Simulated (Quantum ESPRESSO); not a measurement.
Ba$_{2}$SrWO$_{6}$ is taken in the trigonal space group R-3, hexagonal axes (No. 148), Pearson symbol hR10. Conventional cell: a = b = 6.2177 Å, c = 14.9048 Å, α = β = 90.00°, γ = 120.00°. O on 18f is surrounded by 1 W at 1.970 Å and 1 Sr at 2.462 Å and 4 Ba at 2.745–3.498 Å. Sr on 3a is coordinated by 6 O at 2.462 Å (octahedral). Ba on 6c has 12 O at 2.745–3.498 Å. W on 3b has 6 O at 1.970 Å (octahedral). (Neighbours: up to the widest gap in distance over summed covalent radii, below 1.35, at either atom; cation-cation contacts left out.)
(The calculation used a cell of 10 atoms; values per cell refer to that cell.)

The geometry is that of Materials Project entry mp-19078, symmetrised and not relaxed again.

Question: What does LDA (Quantum ESPRESSO, PseudoDojo norm-conserving, 84 Ry, no spin-orbit coupling) give for the electronic structure near the Fermi level?

Answer: The LDA gap is direct, 2.79 eV at F. Another valence extremum on the path lies within 0.02 eV, too close to call. Spin-orbit coupling is left out, which matters for elements this heavy: edges can move by tenths of an eV.

The structure is a Materials Project entry; no match was found in the copy of COD used, and its stability was not checked.
